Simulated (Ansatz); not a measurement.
## A failing phonon run on Si₃Sn

These are results of DFT LDA, scalar-relativistic, plane waves, PAW (Ansatz 0.2.0), not measurements.

Launched with:
```bash
ansatz run input.yaml --threads 1 --pin off --max-ram 2560MiB --backend cpu --events-out ev --progress --plain --runs-dir out
```

Input (bare energies are in eV):
```yaml
crystal:
  lattice:
    - [4.1270619198, 0.0, 0.0]
    - [0.0, 4.1270619198, 0.0]
    - [0.0, 0.0, 4.1270619198]
  atoms:
    - { symbol: Si, position: [0.0, 0.5, 0.5] }
    - { symbol: Si, position: [0.5, 0.0, 0.5] }
    - { symbol: Si, position: [0.5, 0.5, 0.0] }
    - { symbol: Sn, position: [0.0, 0.0, 0.0] }
basis:
  ecutwfc: 420
kpoints:
  mp_grid: { grid: [10, 10, 10] }
hamiltonian:
  xc: lda
scf:
  occupations: { method: fixed }
  max_iter: 80
output:
  eigenvalues: true
phonons:
  method: dfpt
```

The program ended with:
```
a DFPT response about bands that are each full or empty needs each spin channel's highest filled band to stand apart from its lowest empty one at every k-point that it solves. Channel 0 fills its lowest 13 bands, and at k = (0, 0, 0) (k in fractional coordinates) the highest filled band, 12.751422 eV, and the lowest empty band, 12.751422 eV, cannot be told apart: 0.000e0 eV apart, within the solve's uncertainty, 1.000e-5 eV. If they are one level, only part of it is filled, and the response would follow whichever part the eigensolver returned. If the two levels are distinct, lower that …
```

Question: What in the input causes this, and what does a sound run give?

Answer: The cause is occupations fixed. With this input instead (crystal left out)
```yaml
basis:
  ecutwfc: 420
kpoints:
  mp_grid: { grid: [10, 10, 10] }
hamiltonian:
  xc: lda
scf:
  occupations: { method: fermi_dirac, width: 0.15 }
output:
  eigenvalues: true
phonons:
  method: dfpt
```
the run finishes and gives the optical modes at Γ (cm⁻¹, by rank, those that always equal the one before left out, no LO field; i marks imaginary):
```
      setting mode 1  mode 4  mode 7
reference run    167i     81i     177
```
Its imaginary modes show that this cell, built by swapping an element in a database structure, isn't a minimum of the energy. In a metal, frequencies and elastic constants depend on the k mesh and the smearing, soft modes and shear constants most. Spin–orbit coupling is left out, which matters for heavy elements.

Cost: 2 runs of about 3.7 core-minutes in all, on Arm Neoverse N1 (shared hosts).